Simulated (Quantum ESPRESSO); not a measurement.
## Band energies of CdSe

```
CdSe
1.0
    0.00000     3.04145     3.04145
    3.04145     0.00000     3.04145
    3.04145     3.04145     0.00000
Se Cd
1 1
Direct
  0.25000   0.25000   0.25000
  0.00000   0.00000   0.00000
```

PBE (pw.x of Quantum ESPRESSO, ONCV potentials, scalar-relativistic); path ΓXWKΓLUWLK,UX; energies in eV from the valence-band maximum.

```
k (1/Å)  point  band 14  band 15  band 16  band 17  band 18  band 19  band 20  band 21
-------  -----  -------  -------  -------  -------  -------  -------  -------  -------
0.00         Γ    -7.55    -7.55     0.00     0.00     0.00     0.61     5.95     5.95
0.57              -7.54    -7.52    -2.82    -1.18    -1.18     3.46     4.06     7.82
1.03         X    -7.49    -7.19    -4.07    -1.85    -1.85     3.15     3.77     9.09
1.16              -7.50    -7.17    -4.06    -1.90    -1.90     3.34     3.92     8.90
1.55         W    -7.55    -7.07    -3.98    -2.22    -2.20     5.04     5.22     6.48
1.79              -7.53    -7.10    -4.00    -2.48    -1.65     3.99     5.17     7.66
1.91         K    -7.52    -7.11    -4.01    -2.51    -1.51     3.72     5.16     8.26
2.31              -7.56    -7.38    -3.51    -1.94    -0.70     3.68     5.93     6.21
2.81              -7.56    -7.55    -1.00    -0.22    -0.05     1.52     5.69     6.06
3.01         Γ    -7.55    -7.55     0.00     0.00     0.00     0.61     5.95     5.95
3.31              -7.55    -7.55    -1.70    -0.21    -0.21     1.91     5.71     6.27
3.81              -7.53    -7.30    -4.27    -0.73    -0.73     2.40     6.47     6.47
3.90         L    -7.53    -7.26    -4.38    -0.75    -0.75     2.40     6.46     6.46
4.33              -7.53    -7.15    -4.08    -2.23    -1.22     3.79     5.51     7.44
4.54         U    -7.52    -7.11    -4.01    -2.51    -1.51     3.72     5.16     8.26
4.90         W    -7.55    -7.07    -3.98    -2.22    -2.20     5.04     5.22     6.48
5.36              -7.53    -7.20    -4.23    -1.61    -1.02     3.39     5.68     6.90
5.63         L    -7.53    -7.26    -4.38    -0.75    -0.75     2.40     6.46     6.46
5.81              -7.53    -7.23    -4.31    -1.21    -0.86     2.91     5.99     6.73
6.27         K    -7.52    -7.11    -4.01    -2.51    -1.51     3.72     5.16     8.26
6.27         U    -7.52    -7.11    -4.01    -2.51    -1.51     3.72     5.16     8.26
6.63         X    -7.49    -7.19    -4.07    -1.85    -1.85     3.15     3.77     9.09
```

The PBE gap is direct, 0.61 eV at Γ.

Spin-orbit splittings are left out.

Geometry relaxed with PBEsol.
